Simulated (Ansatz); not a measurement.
**Rb: course of a relaxation**

Method: DFT PBEsol, scalar-relativistic, plane waves, PAW in Ansatz 0.2.0. (420 eV cutoff, 10×10×10 k-mesh, Gaussian smearing of 0.10 eV, no spin polarisation)

What was changed: biaxial strain in the a-b plane, c and atoms relaxed: +4.0 %.

Command:

```bash
ansatz run input.yaml --threads 1 --pin off --max-ram 2560MiB --backend cpu --events-out ev --progress --plain --runs-dir out
```

Input:

```yaml
crystal:
  lattice:
    - [5.7947220481, 0.0, 0.0]
    - [0.0, 5.7947220481, 0.0]
    - [0.0, 0.0, 5.4381237683]
  atoms:
    - { symbol: Rb, position: [0.0, 0.0, 0.0] }
    - { symbol: Rb, position: [0.5, 0.5, 0.5] }
basis:
  ecutwfc: 420
kpoints:
  mp_grid: { grid: [10, 10, 10] }
hamiltonian:
  xc: pbesol
scf:
  occupations: { method: gaussian, width: 0.1 }
output:
  forces: true
  stress: true
  eigenvalues: true
relax:
  adjacent_minimum: "off"
  f_tol: 0.008
  max_steps: 40
  cell: { stress_tol: 0.015, fix: [a, b, gamma] }
```

F is the free energy. Steps run on the plane waves of an earlier cell, but the last one, and at times one on the way, on a freshly chosen basis, so a repeated geometry can differ a little in energy. The held parts of the cell keep their stress, so P needn't end at zero.

Steps:

```
step F − F(1) (eV) largest force component (eV/Å) V (Å³/atom) P (GPa)
   1         0.0000                           0.000       91.303    -0.15
   2        -0.0003                           0.000       91.106    -0.14
   3        -0.0029                           0.000       87.423    -0.03
   4        -0.0030                           0.000       88.122    -0.05
   5        -0.0030                           0.000       88.042    -0.05
   6        -0.0030                           0.000       88.042    -0.05
```

Relaxed structure:

```
CELL_PARAMETERS angstrom
5.79472 0.00000 0.00000
0.00000 5.79472 0.00000
0.00000 0.00000 5.24390
ATOMIC_POSITIONS crystal
Rb 0.00000 0.00000 0.00000
Rb 0.50000 0.50000 0.50000
```

The structure is tetragonal, space group I4/mmm (No. 139). The conventional cell has a = 5.795 Å, b = 5.795 Å, c = 5.244 Å, α = 90.00°, β = 90.00°, γ = 90.00°.

The run converged. The run took 2.8 min on 1 thread of Arm Neoverse N1, on a shared host, peak memory 0.57 GiB.